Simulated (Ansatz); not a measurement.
Li:
```
Li
1.0
    0.00000     2.18830     2.18830
    2.18830     0.00000     2.18830
    2.18830     2.18830     0.00000
Li
1
Direct
  0.00000   0.00000   0.00000
```

Relaxed with r²SCAN.

### Question
List the phonon frequencies at the special points (DFPT on a 5×5×5 q-mesh, Fourier-interpolated; r²SCAN (plane waves, PAW; program Ansatz)).

### Answer
In cm⁻¹.

```
q  frequencies
-  -----------
Γ        0 0 0
X  240 240 349
U  204 280 329
K  204 280 329
L  121 121 320
W  233 314 314
```

Space group Fm-3m (fcc (Cu type)). A made-up cell: these elements were put on the sites of a structure type; the Crystallography Open Database files this formula in space group No. 225, but the cells were not matched. It is not the phase usual at ambient conditions (space group No. 229). Symmetry was held in the r²SCAN relaxation; phonons on a q-mesh show no instability. As this level gives no gap, phonon frequencies hold no LO–TO term and depend on the k-mesh and smearing (Fermi–Dirac, 0.1 eV here).

Potentials: the later of the program's two PAW sets.
